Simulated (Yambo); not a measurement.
**Excitons in Na2CO3**

```
Na2CO3
1.0
    4.39238    -2.63220     0.00000
    4.39238     2.63220     0.00000
   -1.35210     0.00000     5.76531
C O Na
2 6 4
Direct
  0.33597   0.33597   0.75072
  0.66403   0.66403   0.24928
  0.21181   0.21181   0.83263
  0.78819   0.78819   0.16737
  0.38969   0.81339   0.29179
  0.61031   0.18661   0.70821
  0.18661   0.61031   0.70821
  0.81339   0.38969   0.29179
  0.66907   0.66907   0.74079
  0.33093   0.33093   0.25921
  0.00000   0.00000   0.00000
  0.00000   0.00000   0.50000
```

The geometry is that of Materials Project entry mp-3070, symmetrised and not relaxed again.

BSE in Yambo on PBEsol (pw.x of Quantum ESPRESSO, ONCV potentials, no spin-orbit coupling) bands: 4×4×4 mesh, 15 valence and 9 conduction bands, static screening with 89 bands and a 3 Ry block, scissor 2.97 eV, Tamm-Dancoff; field along x.

```csv
state,energy (eV),states within 2 meV,relative strength,class,main transitions
1,4.30,1,< 0.01,dark,several band pairs
2,4.31,1,< 0.01,dark,several band pairs
3,5.85,1,< 0.01,dark,VB → CB (63 %)
4,5.88,1,< 0.01,dark,several band pairs
5,5.92,1,< 0.01,dark,several band pairs
6,5.93,1,< 0.01,dark,several band pairs
```

These are vertical excitations (zero momentum). The direct quasiparticle gap on this mesh is 7.15 eV; counted from there, state 1 is bound by 2.85 eV. On a 2×2×2 mesh the same difference is 2.85 eV.

Spin singlets only. Strengths are relative to the strongest of the lowest states of this run; strong means a line over 3 % of the spectrum's maximum, dark under 0.03 %. Absolute energies carry the error of the G0W0 scissor, whose convergence isn't established; the long-wavelength screening was taken along (1,1,1) although the crystal is anisotropic.
